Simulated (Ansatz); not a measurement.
Values for one crystal, relaxed and computed with plane-wave PAW r²SCAN (Ansatz code); other levels are named.

| Quantity | Result |
|---|---|
| Volume per atom | 17.17 Å³ |
| Electronic character | metallic (no gap) |
| Density of states at the Fermi level | 0.29 states/eV per atom (mean over ±0.08 eV) |
| Formation energy from the elements (no fitted shifts) | -0.90 eV/atom |

Question: Which compound is it?
A. GdMg2, cubic Laves (MgCu2 type)
B. YPd3, Cu3Au type
C. V3Os, Fm-3m (V on 8c, V on 4b, Os on 4a)
D. MoW, Cmmm (Mo on 2a, W on 2c)

Answer: B, YPd3, Cu3Au type

Space group Pm-3m (Cu3Au type). The workflow started from a Materials Project entry (that database holds measured and hypothetical structures alike); the Crystallography Open Database files this formula in space group No. 221, but the cells were not matched. Whether it is the stable phase at ambient conditions was not checked. Symmetry was held in the r²SCAN relaxation; its stability against distortions is not shown here. No spin polarisation was allowed. The references are the lowest solids computed at this level, not always the standard phases. Spin–orbit coupling is left out wherever it is not named.

Potentials: the later of the program's two PAW sets.
